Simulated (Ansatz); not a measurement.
TiAu (CsCl type)

```
TiAu
1.0
    3.18830     0.00000     0.00000
    0.00000     3.18830     0.00000
    0.00000     0.00000     3.18830
Ti Au
1 1
Direct
  0.50000   0.50000   0.50000
  0.00000   0.00000   0.00000
```

The slice is a {110} plane (indices of the conventional cell) through the point (0.000, 0.000, 0.000) (fractional), spanned by u = [100] and v = [011] in vectors of this cell: u (3.19 Å) and v (4.51 Å, at 90° to u). It covers one period; positions are fractions (u, v).

Computed with LDA (plane waves to 420 eV, PAW, scalar-relativistic; Ansatz, a first-principles code). k mesh 15×15×15. Near the nuclei the fields are pseudised (PAW); where an atom keeps semicore shells as valence, they peak there. Spin-orbit coupling is left out, though Au is heavy. TiAu is run without spin polarisation. TiAu was relaxed with its symmetry unable to fall.

Question: What is the ELF at the density minimum of the shortest Ti–Au line in this plane (2.76 Å)?

Answer: 0.2.

Question: What is the valence density on the shortest Ti–Au line in this plane (2.76 Å), at its minimum between the atoms?

Answer: 0.27 e/Å³.

Question: Sketch the electron localisation function (ELF) on this plane as a map.

Answer: 
| v \ u | 0.00 | 0.12 | 0.24 | 0.35 | 0.47 | 0.59 | 0.71 | 0.82 | 0.94 |
|---|---|---|---|---|---|---|---|---|---|
| 0.88 | 0.55 | 0.50 | 0.38 | 0.31 | 0.27 | 0.30 | 0.33 | 0.45 | 0.54 |
| 0.75 | 0.33 | 0.33 | 0.33 | 0.17 | 0.11 | 0.12 | 0.26 | 0.34 | 0.33 |
| 0.62 | 0.32 | 0.20 | 0.13 | 0.52 | 0.65 | 0.63 | 0.29 | 0.12 | 0.29 |
| 0.50 | 0.23 | 0.11 | 0.34 | x | x | x | 0.62 | 0.11 | 0.18 |
| 0.38 | 0.32 | 0.20 | 0.13 | 0.52 | 0.65 | 0.63 | 0.29 | 0.12 | 0.29 |
| 0.25 | 0.33 | 0.33 | 0.33 | 0.17 | 0.11 | 0.12 | 0.26 | 0.34 | 0.33 |
| 0.12 | 0.55 | 0.50 | 0.38 | 0.31 | 0.27 | 0.30 | 0.33 | 0.45 | 0.54 |
| 0.00 | x | x | 0.51 | 0.30 | 0.24 | 0.26 | 0.40 | 0.58 | x |

Values: electron localisation function (ELF). Points within 0.5 Å of a nucleus are blanked (x), as the pseudised field means little there.
